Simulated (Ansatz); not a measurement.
An Ansatz (a quantum-chemistry and plane-wave program) run. Input:

Ansatz 0.2 input:
```yaml
crystal:
  lattice:
    - [0.0, 2.2515864558, 2.2515864558]
    - [2.2515864558, 0.0, 2.2515864558]
    - [2.2515864558, 2.2515864558, 0.0]
  atoms:
    - { symbol: Na, position: [0.0, 0.0, 0.0] }
    - { symbol: F, position: [0.5, 0.5, 0.5] }
kpoints:
  mp_grid: { grid: [11, 11, 11] }
hamiltonian:
  xc: lda
  pseudopotentials: { kind: paw }
scf:
  occupations: { method: fixed }
elastic: { mode: relaxed_ion, stencil: two_point, amplitude: 0.005, f_tol: 0.0005 }
```

Output (shortened):

```
Pseudopotential: Na, paw, valence charge 9
Pseudopotential: F, paw, valence charge 7
Functional definition: SPW92
Crystal: 2 atoms, lattice volume = 22.829 Å³
Basis set: ecut = 420 eV, 459 PW (Γ)
Bands: 12, of which v1, the nominal top of the filled ones, is band 8 counted from 1 (7 counted from 0)
Symmetry: 48 space group operations
Space group: Fm-3m (ITA 225), of the structure as read, at distance tolerance 2.8e-5 Å
k-points: 56 of 1331
SCF iter   1: F=—  HF=-2263.116403 eV  |F-HF|=—  |Δ(HF+E_count)|=         —  Δρ=2.02e-2  dr2=6.39e-2  ethr=1.77e-3  ⟨swp⟩=4.5  Hψ=3262  notcnv=0  defer=108
preconditioner: auto → none
SCF iter   2: F=—  HF=-2263.095757 eV  |F-HF|=—  |Δ(HF+E_count)|=   2.06e-2  Δρ=9.93e-3  dr2=1.02e-2  ethr=4.00e-4  ⟨swp⟩=2.0  Hψ=1411  notcnv=0  defer=110
SCF iter   3: F=—  HF=-2263.092418 eV  |F-HF|=—  |Δ(HF+E_count)|=   3.34e-3  Δρ=1.49e-3  dr2=3.67e-4  ethr=6.36e-5  ⟨swp⟩=2.0  Hψ=947  notcnv=0  defer=109
SCF iter   4: F=—  HF=-2263.092284 eV  |F-HF|=—  |Δ(HF+E_count)|=   1.35e-4  Δρ=4.95e-4  dr2=1.81e-5  ethr=2.29e-6  ⟨swp⟩=2.1  Hψ=1118  notcnv=0  defer=86
SCF iter   5: F=—  HF=-2263.092274 eV  |F-HF|=—  |Δ(HF+E_count)|=   9.39e-6  Δρ=3.91e-5  dr2=2.62e-7  ethr=1.13e-7  ⟨swp⟩=2.0  Hψ=800  notcnv=0
SCF iter   6: F=—  HF=-2263.092277 eV  |F-HF|=—  |Δ(HF+E_count)|=   2.39e-6  Δρ=4.42e-6  dr2=2.48e-9  ethr=1.64e-9  ⟨swp⟩=2.0  Hψ=808  notcnv=0
SCF iter   7: F=—  HF=-2263.092277 eV  |F-HF|=—  |Δ(HF+E_count)|=  4.88e-10  Δρ=2.83e-7  dr2=8.63e-12  ethr=1.55e-11  ⟨swp⟩=2.3  Hψ=908  notcnv=0
SCF iter   8: F=-2263.092277 eV  HF=-2263.092277 eV  |F-HF|=4.55e-13  |Δ(HF+E_count)|=  1.36e-12  Δρ=1.46e-8  dr2=1.19e-14  ethr=1.00e-12  ⟨swp⟩=3.9  Hψ=3289  notcnv=0
SCF 1 converged in 8 iterations: F = -2263.092277 eV  dr2 = 1.19e-14
Crystal: 2 atoms, lattice volume = 22.715 Å³
Symmetry: 16 space group operations
k-points: 126 of 1331
iter 1 solved again at ethr=2.85e-7 eV; its pass at ethr=3.10e-3 eV (dr2=4.56e-5 eV) is discarded
SCF iter   1: F=—  HF=-2263.092054 eV  |F-HF|=—  |Δ(HF+E_count)|=         —  Δρ=5.24e-4  dr2=5.14e-5  ethr=2.85e-7  ⟨swp⟩=2.0  Hψ=9250  notcnv=0  defer=252
preconditioner: auto → none
SCF iter   2: F=—  HF=-2263.092035 eV  |F-HF|=—  |Δ(HF+E_count)|=   1.91e-5  Δρ=3.38e-4  dr2=1.07e-5  ethr=2.85e-7  ⟨swp⟩=2.0  Hψ=2279  notcnv=0  defer=90
SCF iter   3: F=—  HF=-2263.092032 eV  |F-HF|=—  |Δ(HF+E_count)|=   2.63e-6  Δρ=1.21e-4  dr2=2.04e-6  ethr=6.66e-8  ⟨swp⟩=2.0  Hψ=1895  notcnv=0  defer=3
SCF iter   4: F=—  HF=-2263.092033 eV  |F-HF|=—  |Δ(HF+E_count)|=   1.50e-7  Δρ=2.85e-5  dr2=7.24e-8  ethr=1.28e-8  ⟨swp⟩=2.0  Hψ=1710  notcnv=0
SCF iter   5: F=—  HF=-2263.092033 eV  |F-HF|=—  |Δ(HF+E_count)|=   8.48e-9  Δρ=2.97e-6  dr2=8.97e-10  ethr=4.53e-10  ⟨swp⟩=2.4  Hψ=2474  notcnv=0
SCF iter   6: F=—  HF=-2263.092033 eV  |F-HF|=—  |Δ(HF+E_count)|=  9.91e-11  Δρ=3.66e-7  dr2=1.49e-11  ethr=5.61e-12  ⟨swp⟩=2.1  Hψ=2327  notcnv=0
SCF iter   7: F=-2263.092033 eV  HF=-2263.092033 eV  |F-HF|=0.00e0  |Δ(HF+E_count)|=  3.64e-12  Δρ=3.22e-8  dr2=8.67e-14  ethr=1.00e-12  ⟨swp⟩=3.5  Hψ=5920  notcnv=0
SCF 2 converged in 7 iterations: F = -2263.092033 eV  dr2 = 8.67e-14
Crystal: 2 atoms, lattice volume = 22.944 Å³
iter 1 solved again at ethr=4.33e-9 eV; its pass at ethr=3.10e-3 eV (dr2=6.93e-7 eV) is discarded
SCF iter   1: F=—  HF=-2263.092016 eV  |F-HF|=—  |Δ(HF+E_count)|=         —  Δρ=3.80e-4  dr2=7.10e-7  ethr=4.33e-9  ⟨swp⟩=2.2  Hψ=8821  notcnv=0  defer=134
preconditioner: auto → none
SCF iter   2: F=—  HF=-2263.092044 eV  |F-HF|=—  |Δ(HF+E_count)|=   2.72e-5  Δρ=1.90e-4  dr2=1.78e-7  ethr=4.33e-9  ⟨swp⟩=1.0  Hψ=1512  notcnv=0  defer=134
SCF iter   3: F=—  HF=-2263.092053 eV  |F-HF|=—  |Δ(HF+E_count)|=   9.05e-6  Δρ=3.16e-5  dr2=1.06e-7  ethr=1.12e-9  ⟨swp⟩=2.0  Hψ=1877  notcnv=0  defer=134
SCF iter   4: F=—  HF=-2263.092053 eV  |F-HF|=—  |Δ(HF+E_count)|=   2.38e-8  Δρ=4.24e-7  dr2=1.47e-11  ethr=6.62e-10  ⟨swp⟩=2.0  Hψ=1896  notcnv=0  defer=134
SCF iter   5: F=—  HF=-2263.092053 eV  |F-HF|=—  |Δ(HF+E_count)|=  1.46e-10  Δρ=2.05e-7  dr2=2.95e-12  ethr=9.17e-14 (applied; sched 1.00e-12)  ⟨swp⟩=2.0  Hψ=2458  notcnv=0  defer=134
SCF iter   6: F=-2263.092053 eV  HF=-2263.092053 eV  |F-HF|=0.00e0  |Δ(HF+E_count)|=  9.09e-13  Δρ=2.69e-8  dr2=8.59e-14  ethr=1.00e-12  ⟨swp⟩=3.0  Hψ=5762  notcnv=0
SCF 3 converged in 6 iterations: F = -2263.092053 eV  dr2 = 8.59e-14
Crystal: 2 atoms, lattice volume = 22.829 Å³
Symmetry: 8 space group operations
k-points: 216 of 1331
iter 1 solved again at ethr=4.78e-8 eV; its pass at ethr=3.10e-3 eV (dr2=7.65e-6 eV) is discarded
SCF iter   1: F=—  HF=-2263.092213 eV  |F-HF|=—  |Δ(HF+E_count)|=         —  Δρ=3.72e-4  dr2=5.25e-6  ethr=4.78e-8  ⟨swp⟩=2.0  Hψ=15805  notcnv=0  defer=431
preconditioner: auto → none
SCF iter   2: F=—  HF=-2263.092226 eV  |F-HF|=—  |Δ(HF+E_count)|=   1.21e-5  Δρ=1.84e-4  dr2=1.26e-6  ethr=3.28e-8  ⟨swp⟩=1.0  Hψ=2592  notcnv=0  defer=71
SCF iter   3: F=—  HF=-2263.092229 eV  |F-HF|=—  |Δ(HF+E_count)|=   2.98e-6  Δρ=4.55e-6  dr2=2.63e-9  ethr=7.90e-9  ⟨swp⟩=1.0  Hψ=2592  notcnv=0  defer=7
SCF iter   4: F=—  HF=-2263.092229 eV  |F-HF|=—  |Δ(HF+E_count)|=   1.46e-9  Δρ=4.64e-6  dr2=2.88e-9  ethr=1.64e-11  ⟨swp⟩=2.0  Hψ=4161  notcnv=0  defer=7
SCF iter   5: F=—  HF=-2263.092229 eV  |F-HF|=—  |Δ(HF+E_count)|=  8.74e-10  Δρ=2.44e-7  dr2=4.53e-12  ethr=1.64e-11  ⟨swp⟩=2.0  Hψ=3222  notcnv=0  defer=7
SCF iter   6: F=—  HF=-2263.092229 eV  |F-HF|=—  |Δ(HF+E_count)|=  2.73e-12  Δρ=6.74e-8  dr2=2.01e-13  ethr=2.83e-14 (applied; sched 1.00e-12)  ⟨swp⟩=2.0  Hψ=3690  notcnv=0  defer=7
SCF iter   7: F=-2263.092229 eV  HF=-2263.092229 eV  |F-HF|=4.55e-13  |Δ(HF+E_count)|=  4.55e-13  Δρ=2.00e-8  dr2=1.16e-14  ethr=1.00e-12  ⟨swp⟩=4.0  Hψ=7556  notcnv=0
SCF 4 converged in 7 iterations: F = -2263.092229 eV  dr2 = 1.16e-14
Crystal: 2 atoms, lattice volume = 22.829 Å³
iter 1 solved again at ethr=1.64e-9 eV; its pass at ethr=3.10e-3 eV (dr2=2.63e-7 eV) is discarded
SCF iter   1: F=—  HF=-2263.092214 eV  |F-HF|=—  |Δ(HF+E_count)|=         —  Δρ=2.36e-4  dr2=2.62e-7  ethr=1.64e-9  ⟨swp⟩=2.0  Hψ=14700  notcnv=0  defer=227
preconditioner: auto → none
SCF iter   2: F=—  HF=-2263.092225 eV  |F-HF|=—  |Δ(HF+E_count)|=   1.12e-5  Δρ=1.18e-4  dr2=6.54e-8  ethr=1.64e-9  ⟨swp⟩=1.0  Hψ=2592  notcnv=0  defer=227
SCF iter   3: F=—  HF=-2263.092229 eV  |F-HF|=—  |Δ(HF+E_count)|=   3.75e-6  Δρ=2.41e-6  dr2=7.67e-10  ethr=4.09e-10  ⟨swp⟩=1.0  Hψ=2592  notcnv=0  defer=227
SCF iter   4: F=—  HF=-2263.092229 eV  |F-HF|=—  |Δ(HF+E_count)|=  2.34e-10  Δρ=7.16e-8  dr2=9.09e-13  ethr=4.80e-12  ⟨swp⟩=2.4  Hψ=3579  notcnv=0  defer=227
SCF iter   5: F=-2263.092229 eV  HF=-2263.092229 eV  |F-HF|=9.09e-13  |Δ(HF+E_count)|=  6.82e-12  Δρ=1.63e-8  dr2=1.59e-14  ethr=1.00e-12  ⟨swp⟩=4.0  Hψ=8122  notcnv=0
SCF 5 converged in 5 iterations: F = -2263.092229 eV  dr2 = 1.59e-14
SCF converged after 8 iterations
Free energy (F): -2263.092277 eV
Harris-Foulkes:  -2263.092277 eV  (|F-HF|=4.55e-13)
Internal energy: -2263.092277 eV  (E = F + TS)
E sigma→0 (E₀):  -2263.092277 eV
Fermi energy:    1.248360 eV
--- Per-component energies (eV) ---
  E_band       = -225.585922
  E_kinetic    = 327.953749
  E_local      = -1637.084339  (includes V_loc(G=0)·N_el)
  E_nonlocal   = 192.674265
  E_hartree    = 575.153285
  E_xc         = -117.389999
  E_vxc        = -152.247584  (∫ρ·V_xc dr)
  E_paw        = -432.169364  (= ΣΔE_a)
  E_vpaw       = -107.190429  (= ΣTr[D̂ρ^β])
  E_aug_tail   = 0.001849  (compensation charges beyond the density's cutoff)
  E_ewald      = -1172.485864
  E_core_change = 0.254142  (= ΣΔE_core)
  E_smearing   =  0.000000  (= −TS)
  E_closure    = 0.000000  (closes the sum)
  Σ components = -2263.092277   (vs F -2263.092277, Δ=0.00e0)
  [band-id]    e_kinetic+e_local+e_nonlocal+2·e_hartree+e_vxc+e_vpaw+e_augmentation_tail = -225.585919   (vs E_band -225.585922, Δ=3.49e-6)
--- Forces (eV/Å), atoms counted from 1 ---
  atom   1  Na     0.00000000     0.00000000     0.00000000
  atom   2  F      0.00000000     0.00000000     0.00000000
  max |Σ_I F_I| component: 0.0 eV/Å
--- Stress (GPa, compression-positive) ---
       -0.026724       0.000000       0.000000
        0.000000      -0.026724       0.000000
        0.000000       0.000000      -0.026724
  P = ⅓ Tr σ = -0.0267 GPa (-0.267 kbar)
--- Band table (eV; the first three rows and the last of 56) ---
  k-point 0: bands = ["-44.8513", "-17.6739", "-17.2952", "-17.2952", "-17.2952", "1.2484", "1.2484", "1.2484", "7.7053", "20.4010", "20.4010", "20.4010"]
  k-point 1: bands = ["-44.8496", "-17.8147", "-17.2965", "-17.2965", "-17.1408", "1.0562", "1.2235", "1.2235", "8.0259", "19.2461", "20.5508", "20.5508"]
  k-point 2: bands = ["-44.8449", "-18.0281", "-17.2999", "-17.2999", "-16.8907", "0.5941", "1.1553", "1.1553", "8.8577", "17.6039", "20.9491", "20.9491"]
  k-point 55: bands = ["-44.8229", "-17.9396", "-17.4400", "-17.4078", "-16.7438", "0.1840", "0.2427", "0.6364", "14.4333", "14.6642", "17.0798", "19.1069"]
--- Elastic constants: 2 strain directions × 2 members + reference (group order 48) ---
  dense FFT box of the reference and of every strained cell: 24×24×24
  strains applied: 11, 23; error gains: componentwise 1.00 (the most a stress slope's error grows in a printed constant), spectral 1.73 (1 for all six strains …
  C = ∂σ_k/∂η_j (tension-positive GPa; Voigt order 11 22 33 23 13 12):
       133.326     24.903     24.903      0.000      0.000      0.000
        24.903    133.326     24.903      0.000      0.000      0.000
        24.903     24.903    133.326      0.000      0.000      0.000
         0.000      0.000      0.000     29.111      0.000      0.000
         0.000      0.000      0.000      0.000     29.111      0.000
         0.000      0.000      0.000      0.000      0.000     29.111
  reference stress σ⁰ (GPa):      0.027      0.027      0.027      0.000      0.000      0.000
  C* (energy form; C + prestress term) asymmetry max|C*_kj − C*_jk| = 1.066e-14 GPa — a small one proves nothing (zero by symmetry where the batch's group is …
  moduli (Voigt/Reuss/Hill, GPa): K = 61.04/61.04/61.04   G = 39.15/35.73/37.44   E = 93.25   ν = 0.245
  mechanically stable: yes (min eigenvalue of sym C = 29.11 GPa)
  where every solve meets its electron count the energy-path curvature estimates C_jj along a normal strain and C_jj − ¼(σ⁰_aa + σ⁰_bb) along a shear (ab), of …
  strain η (Voigt 11):  stress-route row diagonal C_11 = 133.33 GPa, energy-path curvature d²(F+E_count+ΔE)/dδ²/Ω₀ = 134.01 GPa
         δ    σ_11 (GPa)             F (eV)   n_scf  n_hpsi   n_pw
    -5.000e-3      -0.6628       -2263.0920326       7   27383    459   relax 0 steps, max|allowed force component| 0.0 eV/Å
     5.000e-3       0.6705       -2263.0920528       6   23858    461   relax 0 steps, max|allowed force component| 0.0 eV/Å
  strain η (Voigt 23):  stress-route row diagonal C_44 = 29.11 GPa, energy-path curvature d²(F+E_count+ΔE)/dδ²/Ω₀ = 29.76 GPa
         δ    σ_23 (GPa)             F (eV)   n_scf  n_hpsi   n_pw
    -5.000e-3      -0.1456       -2263.0922285       7   42246    459   relax 0 steps, max|allowed force component| 0.0 eV/Å
     5.000e-3       0.1456       -2263.0922285       5   34195    459   relax 0 steps, max|allowed force component| 0.0 eV/Å
```

Cost: roughly 17 core-seconds on shared cores.

Symmetry was held in the LDA relaxation; phonons on a q-mesh show no instability.

Potentials: the later of the program's two PAW sets.

Ansatz is a plane-wave DFT program.
